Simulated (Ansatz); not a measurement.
Zn (hcp, Mg type)

```
CELL_PARAMETERS angstrom
      2.64671     0.00000     0.00000
     -1.32336     2.29212     0.00000
      0.00000     0.00000     4.67807
ATOMIC_POSITIONS crystal
  Zn 0.33333 0.66667 0.75000
  Zn 0.66667 0.33333 0.25000
```

Equation-of-state scan: isotropic scaling of the cell above, V₀ being its volume. Symmetry pins the atoms to their sites.

Calculation: r2SCAN (plane waves to 500 eV, PAW, scalar-relativistic; Ansatz, a first-principles code). k mesh 20×20×10 (Γ-centred), Fermi-Dirac smearing 0.05 eV. Compression counts positive. The PAW data are Ansatz's earlier set. Zn was relaxed with its symmetry unable to fall. 

| V (Å³/atom) | P (GPa) |
|---|---|
| 11.920 | 25.6 |
| 12.374 | (withheld) |
| 12.828 | 12.3 |
| 13.282 | (withheld) |
| 13.736 | (withheld) |
| 14.190 | 0.0 |
| 14.644 | -2.7 |
| 15.098 | -5.0 |
| 15.552 | -6.8 |
| 16.006 | -8.2 |
| 16.460 | -9.3 |

Task: Some entries are withheld; supply them.

Result: 
- 12.374, P (GPa): 18.3
- 13.282, P (GPa): 7.4
- 13.736, P (GPa): 3.3

(Under strain, the slope of the energy per volume gives the stress and its curvature an elastic modulus.)
